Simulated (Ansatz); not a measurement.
As:
```xyz
4
Lattice="-3.4517 3.4517 3.4517 3.4517 -3.4517 3.4517 3.4517 3.4517 -3.4517" Properties=species:S:1:pos:R:3 pbc="T T T"
As     2.5887     0.8629    -0.8629
As     0.8629    -0.8629     2.5887
As    -0.8629     2.5887     0.8629
As     0.8629     0.8629     0.8629
```

Relaxed with r²SCAN. Special points in fractions of this cell's reciprocal vectors: Γ (0.000, 0.000, 0.000); H (0.500, -0.500, 0.500); N (0.000, 0.000, 0.500); P (0.250, 0.250, 0.250).

### Question
List the band energies nearest the Fermi level at these points for r²SCAN (plane waves, PAW; program Ansatz).

### Answer
In eV from the Fermi level; about four levels below and three above (degenerate sets whole), none deeper than 8.9 eV; points with the same levels are listed once.

```
k                          below                above
-  -----------------------------  -------------------
Γ  -4.62 -4.62 -1.77 -1.77 -1.77       1.19 1.19 1.19
H        -0.84 -0.14 -0.14 -0.14       2.17 2.17 2.17
N        -1.63 -1.49 -1.45 -0.97       0.24 1.70 3.71
P        -2.35 -2.35 -0.59 -0.59  0.92 0.92 3.81 3.81
```

Space group I4_132. The start of the workflow was typed in or built on a structure type; neither database checked (COD, Materials Project) lists it. It is not the phase usual at ambient conditions (space group No. 166). The r²SCAN relaxation kept the symmetry of its start. At this level the phase is mechanically unstable. The volume moved by 53 % from the start of the relaxation. Spin–orbit coupling is left out wherever it is not named.

Potentials: the later of the program's two PAW sets.
